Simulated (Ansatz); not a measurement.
Here is an unrelaxed guess for Hf₃B₂.

```
CELL_PARAMETERS angstrom
3.98621 0.00000 0.00000
-1.99310 3.45216 0.00000
0.00000 0.00000 4.83493
ATOMIC_POSITIONS crystal
Hf 0.66667 0.33333 0.36004
Hf 0.33333 0.66667 0.63996
Hf 0.00000 0.00000 0.00000
B 0.66667 0.33333 0.85756
B 0.33333 0.66667 0.14244
```

These are results of Ansatz, DFT PBE, scalar-relativistic, plane waves, PAW, not measurements. Plane waves to 420 eV, a k mesh through Γ of 6×6×4 on the computed 5-atom cell and Gaussian smearing (0.10 eV); no spin polarisation.

Formation energies are uncorrected and refer to the elements' standard structures at the same level.

Problem. Estimate its pressure, forces and energy as it stands.

Solution. The pressure is 29.1 GPa (the mean over three directions, positive in compression), the largest force is 2.32 eV/Å, and the energy is +0.24 eV/atom against the elements. The shortest distance is 2.40 Å.

Problem. How much does it gain on relaxing, and where does it end?

Solution. Relaxing gains about 0.62 eV/atom (the start's value is from the coarse mesh, so the gain is rough) in 32 ionic steps and ends at −0.38 eV/atom on the finer mesh. The symmetry stays P-3m1 (No. 164). The volume per atom grows by 22.6 %, from 13.3 to 16.3 Å³. The shortest distance goes from 2.40 Å (Hf–B) to 2.33 Å (Hf–B). The ratio c/a of the conventional cell changes by a factor of 1.88. Conventional cell: a = 3.458 Å, c = 7.877 Å. Hf on a site of symmetry 3m is surrounded by 3 B at 2.33 Å; Hf on a site of symmetry -3m is surrounded by 6 B at 2.46 Å; B has 6 Hf at 2.33–2.46 Å.

The last run used a 12×12×8 mesh (in the run's order of axes) for its 5-atom cell and Gaussian smearing of 0.10 eV. Spin–orbit coupling, which can matter for Hf, is left out. The relaxation can't lower the symmetry of the start. A structure relaxed within its symmetry needn't be a true minimum.
